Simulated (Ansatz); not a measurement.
# Notes on LaYbS₃

```
Yb S La
1.0
     1.99127    6.41054    0.00000
     1.99127   -6.41054    0.00000
     0.00000    0.00000   -9.65641
Yb S La
2 6 2
Direct
  0.00000 0.00000 0.00000
  0.00000 0.00000 0.50000
  0.35850 0.64150 0.93890
  0.64150 0.35850 0.43890
  0.64150 0.35850 0.06110
  0.35850 0.64150 0.56110
  0.08350 0.91650 0.75000
  0.91650 0.08350 0.25000
  0.74651 0.25349 0.75000
  0.25349 0.74651 0.25000
```

Method: r2SCAN, no spin polarisation; PAW, plane waves to 500 eV, 5×5×2 Γ-centred mesh, gaussian occupations (width 0.0153 eV) (Ansatz 0.2.0), atoms fixed.

Contacts: Yb–S at 2.64 Å: least valence density 0.34 e/Å³ and ELF 0.18 there. S–La at 2.89 Å: least valence density 0.29 e/Å³ and ELF 0.26 there. These are pseudo-fields; inside the PAW spheres they differ from the all-electron ones.
Forces: The largest is on S7 (and as large on other atoms): 0.20 eV/Å, components (0.00, 0.20, 0.00). It makes 114° with the line to a nearest neighbour, Yb1 at 2.64 Å.
Formation energy: -2.24 eV an atom against the elements' usual phases (free molecules for gases, crystals otherwise, with no correction for O₂ or N₂), so it is bound against them; other compounds may still compete. Relaxing would lower it.
At the Fermi level: It is a metal, with about 33 states/eV a cell as the mean within 0.25 eV of the Fermi level, mostly Yb f (85 %) and S p (13 %).
Charges: Bader charges in e: Yb +1.77, La +1.95, S -1.24. In the mean La gives up most and S takes most.

Origin: a database entry at a rescaled volume. Caveats: no spin polarisation, so a magnetic state may lie lower; the k mesh is coarse if the cell is a metal; f levels without a U or exact exchange are poorly placed.
